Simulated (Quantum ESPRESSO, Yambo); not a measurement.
**BaSnO$_{3}$: DFT and GW levels**

```cif
data_BaO3Sn
_chemical_formula_sum 'O3 Sn1 Ba1'
_space_group_name_H-M_alt 'P 1'
_space_group_IT_number 1
_cell_length_a 4.11982
_cell_length_b 4.11982
_cell_length_c 4.11982
_cell_angle_alpha 90.000
_cell_angle_beta 90.000
_cell_angle_gamma 90.000
loop_
_space_group_symop_operation_xyz
  'x, y, z'
loop_
_atom_site_label
_atom_site_type_symbol
_atom_site_fract_x
_atom_site_fract_y
_atom_site_fract_z
_atom_site_occupancy
O1 O 0.00000 0.50000 0.00000 1
O2 O 0.50000 0.00000 0.00000 1
O3 O 0.00000 0.00000 0.50000 1
Sn1 Sn 0.00000 0.00000 0.00000 1
Ba1 Ba 0.50000 0.50000 0.50000 1
```

Cell and atoms were relaxed with PBEsol from Materials Project entry mp-3163, within its symmetry.

Starting point: norm-conserving PBE (stringent potentials; Quantum ESPRESSO, 102 Ry, no spin-orbit coupling). G0W0 in Yambo: 4×4×4 Γ-centred k mesh, bands 5 to 317 and a 15 Ry block in the screening, 317 bands in G with the Bruneval-Gonze terminator, plasmon pole fitted at 27.2 eV.

The PBE gap along the band path is 0.96 eV and the PBE gap between the mesh's edge points (R → Γ) is 0.96 eV. The G0W0 gap between the same points is 2.39 eV and the PBE smallest direct gap on the mesh (at Γ) comes out as 1.44 eV. The G0W0 direct gap at that point comes out as 2.88 eV.

| k point | band | E PBE (eV) | E QP (eV) | shift (eV) | Z |
|---|---|---|---|---|---|
| Γ | VB | -0.47 | -1.27 | -0.80 | 0.78 |
| Γ | CB | 0.96 | 1.61 | 0.64 | 0.83 |
| X | VB | -0.98 | -1.95 | -0.97 | 0.78 |
| X | CB | 4.98 | 6.03 | 1.06 | 0.81 |
| M | VB | -0.05 | -0.85 | -0.80 | 0.78 |
| M | CB | 6.78 | 7.80 | 1.03 | 0.80 |
| R | VB | 0.00 | -0.78 | -0.78 | 0.78 |
| R | CB | 5.32 | 5.79 | 0.47 | 0.84 |

Energies count from the PBE valence-band maximum.

Nearest settings tried, and what they do to the gap: 169 bands in G: +16 meV; 169 bands in W, 169 bands in G: +44 meV; 9 Ry block (251 vectors against 485): -80 meV. Not varied: mesh. So the settings aren't converged at that level.

Spin-orbit splittings are left out. The cell is held in this high symmetry; tilts and polar distortions were not searched.
